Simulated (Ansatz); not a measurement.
The start is a relaxed TiAu cell shaken by Gaussian noise of σ = 0.08 Å a coordinate. A full variable-cell relaxation at zero pressure is run with PBEsol (plane waves to 420 eV, PAW, scalar-relativistic; Ansatz, an electronic-structure program). The first steps use a coarse 9×9×3 k-mesh.

Initial structure:
```
TiAu
1.0
    4.18715     0.00000     0.00000
   -2.09358     3.62618     0.00000
    0.00000     0.00000    10.48750
Ti Au
4 4
Direct
  0.98645   0.01002   0.93558
  0.00578   0.97675   0.42603
  0.29226   0.66756   0.26345
  0.69448   0.31441   0.73157
  0.00707   0.01541   0.18033
  0.01616   0.00578   0.66726
  0.32768   0.64756   0.51138
  0.69065   0.36608   0.00479
```

### Question
What is the largest force in the starting geometry, and on which atom (counted from 1)?

### Answer
1.84 eV/Å, on Ti4 (atoms numbered as listed).

### Question
By how much does the energy per atom fall from start to end?

### Answer
0.63 eV/atom.

### Question
How does the volume per atom move from start to end?

### Answer
-17.5 %, from 19.90 to 16.43 Å³/atom.

### Question
Does it find its way back to the structure it was made from?

### Answer
It does not go back: it reaches P4/nmm (No. 129), AFLOW prototype AB_tP4_129_c_c (B11, as in TiCu), 0.55 eV/atom below the parent.

### Question
How do the shortest distances between atoms change?

### Answer
The closest pairs of elements (up to four, under 3.6 Å), start → end: Au–Ti 2.38 → 2.70 Å; Ti–Ti 2.75 → 2.85 Å; Au–Au 2.84 → 2.87 Å.

Final values are on a 14×14×8 k-mesh of the relaxed cell. No spin polarisation in the result.

Of the parent cell (P6₃mc (No. 186)): it is a generated cell of TiAu: the first start was made by placing the elements on the sites of a structure type, and the end was not matched to a known phase here, so it may be hypothetical.

The first start was generated by placing the elements on the sites of a structure type. Materials Project lists a structure of TiAu in the same space group, P4/nmm (No. 129); the sites were not compared with it, nor with measured phases.
